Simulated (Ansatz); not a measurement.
A geometry of TiO$_{2}$ away from equilibrium: step 10 of the relaxation of a generated cell, TiO2 placed in the AFLOW prototype A2B_mP12_3_bc3e_2e (as in SiO2). Method: PBE (plane waves to 420 eV, PAW, scalar-relativistic; Ansatz, an electronic-structure program). Γ-centred k-mesh 5×5×3 on the run's cell (coarser than for final values), Fermi–Dirac smearing 0.05 eV.

```yaml
crystal:
  lattice:
    - [4.72135, 0.00000, 0.01728]
    - [0.00000, 4.50607, 0.00000]
    - [-1.63078, 0.00000, 7.78681]
  atoms:
    - { symbol: Ti, position: [0.18141, 0.00518, 0.69453] }
    - { symbol: Ti, position: [0.81859, 0.00518, 0.30547] }
    - { symbol: Ti, position: [0.38007, 0.58749, 0.18989] }
    - { symbol: Ti, position: [0.61993, 0.58749, 0.81011] }
    - { symbol: O, position: [0.00000, 0.19032, 0.50000] }
    - { symbol: O, position: [0.50000, 0.71086, 0.00000] }
    - { symbol: O, position: [0.03669, 0.75523, 0.19650] }
    - { symbol: O, position: [0.96331, 0.75523, 0.80350] }
    - { symbol: O, position: [0.36368, 0.70719, 0.61892] }
    - { symbol: O, position: [0.63632, 0.70719, 0.38108] }
    - { symbol: O, position: [0.48158, 0.19749, 0.19917] }
    - { symbol: O, position: [0.51842, 0.19749, 0.80083] }
```

Q: Predict the force on each atom, in eV/Å.

A: 
```csv
atom,Fx,Fy,Fz
Ti1,-0.01,0.02,0.01
Ti2,0.01,0.02,-0.01
Ti3,0.01,-0.01,-0.01
Ti4,-0.01,-0.01,0.01
O5,0.00,0.02,0.00
O6,0.00,0.00,0.00
O7,0.00,0.01,0.00
O8,0.00,0.01,0.00
O9,0.00,-0.02,-0.03
O10,0.00,-0.02,0.03
O11,-0.01,-0.01,-0.01
O12,0.01,-0.01,0.01
```

Q: What is the pressure?

A: +8.3 GPa, compression positive.

Q: How far above the relaxed end point is this geometry?

A: 0.06 eV/atom; the path ends in P2 (No. 3).

No spin polarisation in the result.

The run could not lose the symmetry of its start, so the end can be a saddle point.

The end of the path is a generated cell of TiO2: the first start was made by placing the elements on the sites of a structure type, and the end was not matched to a known phase here, so it may be hypothetical. Known forms of TiO2 include space group No. 61, 136, 141.
